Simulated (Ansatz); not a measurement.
The elements of this relaxed trial crystal are hidden behind letters.

```
lattice vectors (Å)
   5.4313    0.0000    0.0000
  -2.7156    4.7036    0.0000
   0.0000    0.0000    5.7272
fractional positions
X 0.0000 0.0000 0.9611
Z 0.3333 0.6667 0.4410
Z 0.6667 0.3333 0.4410
Q 0.3333 0.6667 0.1808
Q 0.0000 0.5000 0.5554
Q 0.5000 0.5000 0.5554
Q 0.5000 0.0000 0.5554
Q 0.6667 0.3333 0.1808
```

These are results of DFT PBE, scalar-relativistic, plane waves, PAW in Ansatz 0.2.0, not measurements. Plane waves to 420 eV, a 12×12×8 mesh through Γ for the 8-atom cell and 0.10 eV Gaussian smearing; no spin polarisation.

* Space group: P6mm (No. 183)
* Conventional cell: a = 5.431 Å, c = 5.727 Å
* Volume per atom: 18.29 Å³
* Density: 2.58 g/cm³
* Formation energy: −1.80 eV/atom
* Gap on the 12×12×8 mesh of the 8-atom cell: 0 eV (a metal)

Energies are uncorrected and count from the elements' standard states at the same level.

Question: X is an s-block element of period 5, Z is a p-block element of period 3 and Q is a p-block element of period 2. Which elements are they?

Answer: X = Rb, Z = P, Q = O, so the formula is RbP2O5. Density times volume gives a mean mass of 2.58 × 18.29/1.6605 = 28.4 u per atom, and this set has 28.4 u. Among the elements that the hints allow, noble gases aside, only these give it. Around Rb lie 12 O at 3.38–3.57 Å; P is surrounded by 1 O at 1.49 Å and 3 O at 1.70 Å; O on a site of symmetry 3m has 1 P at 1.49 Å, 3 O at 2.66 Å, 3 O at 3.14 Å and 3 Rb at 3.38 Å; 1 more site not described.

An odd number of electrons in the primitive cell allows no gap without spin; a larger cell or a magnetic state could open one. A structure relaxed within its symmetry needn't be a true minimum.
